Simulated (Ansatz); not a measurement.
# Contact densities of TiGa3 against volume

```yaml
crystal:
  lattice:
    - [-1.89450, 1.89450, 4.36700]
    - [1.89450, -1.89450, 4.36700]
    - [1.89450, 1.89450, -4.36700]
  atoms:
    - { symbol: Ti, position: [0.00000, 0.00000, 0.00000] }
    - { symbol: Ga, position: [0.50000, 0.50000, 0.00000] }
    - { symbol: Ga, position: [0.75000, 0.25000, 0.50000] }
    - { symbol: Ga, position: [0.25000, 0.75000, 0.50000] }
```

Atom numbers follow the list: Ti1, Ga2, Ga3, Ga4.

The geometry is COD entry 1522707, unchecked; take it as a test cell.

Spin polarisation is left out, and whether a magnetic state lies lower isn't shown here.

Level of theory: DFT, PBEsol, all-electron PAW with datasets made for the crystal, scalar-relativistic (Ansatz 0.2.0).

Settings: a Γ-centred 14×14×14 k mesh, Fermi–Dirac smearing of 0.05 eV, cutoff 260 eV (chosen by the program for this cell), no spin polarisation.

The contact density is the mean electron density over the nuclear volume; its changes follow the s electrons' response to bonding and compression. Changes below are taken from the unscaled cell, where it is 56680.1 e/Å³ at Ti1, 187133 e/Å³ at Ga2, 187120 e/Å³ at Ga3.

Volumes at which the program chose other datasets or cutoffs are left out.

The datasets are made afresh for each cell, so very small changes are uncertain.

**Question.** Tabulate the changes with volume.

**Answer.** 
```tsv
V/V(cell)	P (GPa)	Δρ(0) Ti1 (e/Å³)	Δρ(0) Ga2 (e/Å³)	Δρ(0) Ga3 (e/Å³)
1.0000	-3.1	0.00	0.00	0.00
1.0100	-4.1	-0.04	0.04	0.16
1.0200	-5.0	-0.08	0.09	0.33
1.0400	-6.6	-0.17	0.20	0.68
1.0600	-8.1	-0.25	0.34	1.08
```
